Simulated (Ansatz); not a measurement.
Notes on Y$_{2}$HN

```
H Y N
1.0
     0.00000    5.17459    5.17459
     5.17459    0.00000    5.17459
     5.17459    5.17459    0.00000
H Y N
4 8 4
Direct
  0.00000 0.00000 0.00000
  0.50000 0.00000 0.00000
  0.00000 0.00000 0.50000
  0.00000 0.50000 0.00000
  0.25000 0.25000 0.25000
  0.25000 0.75000 0.75000
  0.25000 0.25000 0.75000
  0.75000 0.25000 0.75000
  0.75000 0.25000 0.25000
  0.75000 0.75000 0.75000
  0.25000 0.75000 0.25000
  0.75000 0.75000 0.25000
  0.50000 0.50000 0.50000
  0.00000 0.50000 0.50000
  0.50000 0.50000 0.00000
  0.50000 0.00000 0.50000
```

Single point in Ansatz 0.2.0 with r2SCAN, no spin polarisation. Cutoff 500 eV, PAW datasets, 6×6×6 Γ-centred k mesh, fermi-dirac filling (width 0.0462 eV).

**Question.** How is the charge shared?

**Answer.** Bader charges in e: Y +1.58, H -0.94, N -2.11. In the mean Y gives up most and N takes most. There are 2 density maxima away from the nuclei.

**Question.** What do density and ELF say about some of the short contacts?

**Answer.** H–Y at 2.59 Å: least valence density 0.13 e/Å³ and ELF 0.07 there. Y–N at 2.59 Å: least valence density 0.25 e/Å³ and ELF 0.12 there. These are pseudo-fields; inside the PAW spheres they differ from the all-electron ones.

**Question.** Where is the largest force?

**Answer.** The largest is on Y5 (and as large on other atoms): 2.17 eV/Å, components (1.25, 1.25, 1.25). It makes 125° with the line to a nearest neighbour, H2 at 2.59 Å.

**Question.** What does the stress say?

**Answer.** The pressure is -14.0 GPa (compression positive), so with the atoms held at these fractions the cell would first shrink; the forces are large, so a full relaxation may end otherwise.

**Question.** Metal or insulator?

**Answer.** It is a metal, with about 6.9 states/eV a cell as the mean within 0.25 eV of the Fermi level, mostly Y d (86 %).

Origin: a known structure type with other elements, at an estimated volume, so it need not be a known compound. Caveats: many states at the Fermi level without spin polarisation, so a magnetic state may lie lower; atoms or cell far from equilibrium.
